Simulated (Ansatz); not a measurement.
SiNi₂:
```cif
data_Ni8Si4
_chemical_formula_sum 'Ni8 Si4'
_space_group_name_H-M_alt 'P 1'
_space_group_IT_number 1
_cell_length_a 4.94747
_cell_length_b 3.69255
_cell_length_c 7.00232
_cell_angle_alpha 90.000
_cell_angle_beta 90.000
_cell_angle_gamma 90.000
loop_
_space_group_symop_operation_xyz
  'x, y, z'
loop_
_atom_site_label
_atom_site_type_symbol
_atom_site_fract_x
_atom_site_fract_y
_atom_site_fract_z
_atom_site_occupancy
Ni1 Ni 0.54213 0.25000 0.79490 1
Ni2 Ni 0.04213 0.25000 0.70510 1
Ni3 Ni 0.45787 0.75000 0.20510 1
Ni4 Ni 0.95787 0.75000 0.29490 1
Ni5 Ni 0.17020 0.25000 0.05994 1
Ni6 Ni 0.67020 0.25000 0.44006 1
Ni7 Ni 0.82980 0.75000 0.94006 1
Ni8 Ni 0.32980 0.75000 0.55994 1
Si1 Si 0.71119 0.25000 0.11467 1
Si2 Si 0.21119 0.25000 0.38533 1
Si3 Si 0.28881 0.75000 0.88533 1
Si4 Si 0.78881 0.75000 0.61467 1
```

Relaxed with r²SCAN.

Question: Tabulate the valence density and the electron localisation function along the shortest Ni–Si contact (2.29 Å), plane-wave PAW r²SCAN (Ansatz code).

Answer: 

```tsv
distance from Ni (Å)	density (e/Å³)	ELF
0.23	37.49	0.60
0.34	21.38	0.49
0.46	10.53	0.39
0.57	4.83	0.32
0.69	2.24	0.27
0.80	1.13	0.24
0.92	0.69	0.26
1.03	0.55	0.34
1.14	0.49	0.48
1.26	0.47	0.61
1.37	0.47	0.67
1.49	0.46	0.65
1.60	0.42	0.55
1.72	0.34	0.39
1.83	0.24	0.25
1.94	0.15	0.20
2.06	0.09	0.28
```

The density is the valence pseudo-density with augmentation charge, so density and ELF within about 1 Å of a nucleus are not all-electron values.

Space group Pnma. The r²SCAN relaxation kept the symmetry of its start. The workflow began spin-polarised and lost its moments.

Potentials: the later of the program's two PAW sets.
